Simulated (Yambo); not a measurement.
Yambo run on NH₄Br (space group P-43m, No. 215). The wavefunctions come from this Quantum ESPRESSO step (PBEsol, PseudoDojo standard norm-conserving files, scalar-relativistic):

```
&CONTROL
  calculation = 'nscf'
  pseudo_dir = './pseudo'
  outdir = './out'
/
&SYSTEM
  ibrav = 0
  nat = 6
  ntyp = 3
  ecutwfc = 84.0
  ecutrho = 336.0
  occupations = 'fixed'
  force_symmorphic = .true.
  nbnd = 143
/
&ELECTRONS
  conv_thr = 6.000000000000001e-09
  diago_full_acc = .true.
  diago_thr_init = 1e-08
/
ATOMIC_SPECIES
H 1.0080 H.upf
N 14.0070 N.upf
Br 79.9040 Br.upf
CELL_PARAMETERS angstrom
  4.000100000000   0.000000000000   0.000000000000
  0.000000000000   4.000100000000   0.000000000000
  0.000000000000   0.000000000000   4.000100000000
ATOMIC_POSITIONS crystal
H   0.149210000000   0.149210000000   0.850790000000
H   0.149210000000   0.850790000000   0.149210000000
H   0.850790000000   0.850790000000   0.850790000000
H   0.850790000000   0.149210000000   0.149210000000
N   0.000000000000   0.000000000000   0.000000000000
Br   0.500000000000   0.500000000000   0.500000000000
K_POINTS automatic
4 4 4 0 0 0
```

Yambo input:

```
rim_cut
gw0
dyson
el_el_corr
HF_and_locXC
ppa
em1d
RandQpts= 1000000
RandGvec= 1 Ry
EXXRLvcs= 84 Ry
VXCRLvcs= 336 Ry
Chimod= "HARTREE"
% BndsRnXp
 1 | 141 |
%
NGsBlkXp= 10 Ry
% LongDrXp
 1.0 | 1.0 | 1.0 |
%
PPAPntXp= 27.2114 eV
% GbndRnge
 1 | 141 |
%
GTermKind= "BG"
DysSolver= "n"
ExtendOut
% QPkrange
 1 | 1 | 8 | 9 |
 3 | 3 | 8 | 9 |
 6 | 6 | 8 | 9 |
 10 | 10 | 8 | 9 |
%
```

k points by index: 1 = Γ, 3 = X, 6 = M, 10 = R.

The o-*.qp file then holds:

```
#    K-point    Band    Eo [eV]    E [eV]    E-Eo [eV]    Vxc [eV]    Vnlxc [eV]    Sc|Eo [eV]    Sc|E [eV]    dSc/dw|Eo [eV]    Re(Z)    Im(Z)
#
    1    8    -0.077109    -1.744155    -1.667046    -13.01404    -16.72527    1.670413    2.044186    -6.100762    0.816859    -0.001225
    1    9    4.090967    4.874307    0.783340    -9.314573    -5.069631    -3.325255    -3.461602    -4.735798    0.851760    -0.991818E-3
    3    8    -0.211457    -1.888391    -1.676934    -12.67295    -16.40778    1.681571    2.057901    -6.106262    0.816724    -0.001235
    3    9    6.934406    7.975107    1.040701    -9.867723    -5.046603    -3.590156    -3.780419    -4.974328    0.845448    -0.001038
    6    8    0.000000    -1.671153    -1.671153    -12.86895    -16.58020    1.664877    2.040095    -6.109285    0.816650    -0.001228
    6    9    5.554108    6.378238    0.824130    -8.794258    -4.451859    -3.376187    -3.518269    -4.690756    0.852963    -0.997657E-3
    10    8    -1.466855    -3.266837    -1.799982    -11.66206    -15.76715    1.891472    2.305112    -6.252799    0.813147    -0.001305
    10    9    7.772094    8.875101    1.103007    -10.04668    -5.109194    -3.630309    -3.834475    -5.036327    0.843822    -0.001030
```
(The two width columns are left out.) Convergence of these settings isn't established.

Spin-orbit coupling is not included.

Geometry of the Materials Project entry, not relaxed at this level.
